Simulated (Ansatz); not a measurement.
Method: DFT PBE, scalar-relativistic, plane waves, PAW in Ansatz 0.2.0. All cells share a 420 eV cutoff and Γ-centred k meshes spaced at most about 0.3 Å⁻¹ (about 0.25 or finer for metals, 2π included). Collinear spin in cells that started with moments and kept them past the coarse steps, no spin elsewhere.

These are static total energies at zero pressure.

Two relaxed structures of ZnRuC₆N₆:

1. (site moments Ru 0.9 μB)

Space group Fm-3m (No. 225). a = 10.696 Å, b = 10.696 Å, c = 10.696 Å, α = 90.00°, β = 90.00°, γ = 90.00°
```
atom  site  symmetry       x       y       z
  Zn    4b      m-3m  0.5000  0.0000  0.0000
  Ru    4a      m-3m  0.0000  0.0000  0.0000
   C   24e      4m.m  0.1903  0.0000  0.0000
   N   24e      4m.m  0.2995  0.0000  0.0000
```

2. (site moments Ru 0.9 μB)

Space group Fm-3m (No. 225). a = 10.728 Å, b = 10.728 Å, c = 10.728 Å, α = 90.00°, β = 90.00°, γ = 90.00°
| atom | site | symmetry | x | y | z |
| --- | --- | --- | --- | --- | --- |
| Zn | 4a | m-3m | 0.0000 | 0.0000 | 0.0000 |
| Ru | 4b | m-3m | 0.5000 | 0.0000 | 0.0000 |
| C | 24e | 4m.m | 0.2051 | 0.0000 | 0.0000 |
| N | 24e | 4m.m | 0.3144 | 0.0000 | 0.0000 |

Question: Which arrangement of the elements on these sites is preferred, and by what margin?

Answer: Cell 1 is lower, by 163 meV/atom. The two share one framework of sites and differ in which element sits where. Cell 1 has space group Fm-3m (No. 225), 21.9 Å³/atom and no gap on its mesh; cell 2 has space group Fm-3m (No. 225), 22.0 Å³/atom and no gap. The shortest distance is 1.17 Å (C–N) in cell 1 and 1.17 Å (C–N) in cell 2. Even the lower one lies +0.48 eV/atom against the reference forms of the elements (uncorrected), so neither is stable at this level. In cell 1, around Zn lie 6 N at 2.14 Å; Ru is surrounded by 6 C at 2.04 Å; C is surrounded by 1 N at 1.17 Å and 1 Ru at 2.04 Å; around N lie 1 C at 1.17 Å and 1 Zn at 2.14 Å. In cell 2, Zn is surrounded by 6 C at 2.20 Å; Ru has 6 N at 1.99 Å; C has 1 N at 1.17 Å and 1 Zn at 2.20 Å; N has 1 C at 1.17 Å and 1 Ru at 1.99 Å. Both come from invented guesses.

The magnetic state reached may not be the lowest. Cells relaxed within their symmetry can be saddle points.
